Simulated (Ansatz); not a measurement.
KF (rock salt)

```xyz
2
Lattice="0.0000 2.7104 2.7104 2.7104 0.0000 2.7104 2.7104 2.7104 0.0000" Properties=species:S:1:pos:R:3 pbc="T T T"
F      0.0000     0.0000     0.0000
K      2.7104     2.7104     2.7104
```

All values below come from PBE (plane waves to 420 eV, PAW, scalar-relativistic; Ansatz, an electronic-structure program). Harmonic phonons by density-functional perturbation theory on a 8×8×8 k mesh, in cm⁻¹; i marks imaginary ones, q is in fractions of the reciprocal vectors of the cell shown, and the three acoustic modes at Γ are left out. The non-analytic (LO-TO) term is not included, so polar modes at Γ have their transverse values. KF was relaxed with its symmetry unable to fall.

Does any mode at Γ, L = (0.5, 0.0, 0.0), X = (0.5, 0.5, 0.0) come out imaginary?

No imaginary mode at these points (lowest 91 cm⁻¹ at X = (0.5, 0.5, 0.0)); other wave vectors were not tested.

List the wavenumbers at Γ, L = (0.5, 0.0, 0.0), X = (0.5, 0.5, 0.0), with degeneracies.


```json
[
 {"q": "Γ", "wavenumbers (cm⁻¹)": "165 (×3)"},
 {"q": "L = (0.5, 0.0, 0.0)", "wavenumbers (cm⁻¹)": "103 (×2), 154 (×2), 187, 246"},
 {"q": "X = (0.5, 0.5, 0.0)", "wavenumbers (cm⁻¹)": "91 (×2), 163, 172 (×2), 193"}
]
```
